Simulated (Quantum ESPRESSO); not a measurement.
pw.x input (Quantum ESPRESSO 7.5; PBEsol, PseudoDojo standard norm-conserving files, scalar-relativistic):

```
&CONTROL
  calculation = 'scf'
  pseudo_dir = './pseudo'
  outdir = './out'
  tprnfor = .true.
  tstress = .true.
/
&SYSTEM
  ibrav = 0
  nat = 2
  ntyp = 2
  ecutwfc = 92.0
  ecutrho = 368.0
  occupations = 'smearing'
  smearing = 'fd'
  degauss = 0.005
  nbnd = 22
/
&ELECTRONS
  conv_thr = 2e-10
/
ATOMIC_SPECIES
Cu 63.5460 Cu.upf
Pt 195.0840 Pt.upf
CELL_PARAMETERS angstrom
  1.362294966000   0.786521366000   4.244453000000
 -1.362294966000   0.786521366000   4.244453000000
  0.000000000000  -1.573042731000   4.244453000000
ATOMIC_POSITIONS crystal
Cu   0.000000000000   0.000000000000   0.000000000000
Pt   0.500000000000   0.500000000000   0.500000000000
K_POINTS automatic
18 18 18 0 0 0
```

End of the output:

```
     total energy              =    -640.05172180 Ry
     estimated scf accuracy    <       0.00000086 Ry
     total energy              =    -640.05172194 Ry
     estimated scf accuracy    <       0.00000003 Ry
     total energy              =    -640.05172195 Ry
     estimated scf accuracy    <          5.9E-10 Ry
[...]
     the Fermi energy is    20.1487 ev
!    total energy              =    -640.05172195 Ry
     estimated scf accuracy    <          4.9E-12 Ry
     smearing contrib. (-TS)   =      -0.00129313 Ry
     internal energy E=F+TS    =    -640.05042881 Ry
     The total energy is F=E-TS. E is the sum of the following terms:
     one-electron contribution =    -264.81107449 Ry
     hartree contribution      =     156.12746517 Ry
     xc contribution           =     -93.52968884 Ry
     ewald contribution        =    -437.83713066 Ry
     convergence has been achieved in  12 iterations
     Forces acting on atoms (cartesian axes, Ry/au):
     atom    1 type  1   force =     0.00000000    0.00000000   -0.00000000
     atom    2 type  2   force =     0.00000000   -0.00000000    0.00000000
     Total force =     0.000000     Total SCF correction =     0.000000
     Computing stress (Cartesian axis) and pressure
          total   stress  (Ry/bohr**3)                   (kbar)     P=      -42.86
  -0.00033251   0.00000000  -0.00000000          -48.91        0.00       -0.00
   0.00000000  -0.00033251   0.00000000            0.00      -48.91        0.00
   0.00000000   0.00000000  -0.00020913            0.00        0.00      -30.76
```

Spin-orbit coupling is not included.

Geometry of the Materials Project entry, not relaxed at this level.
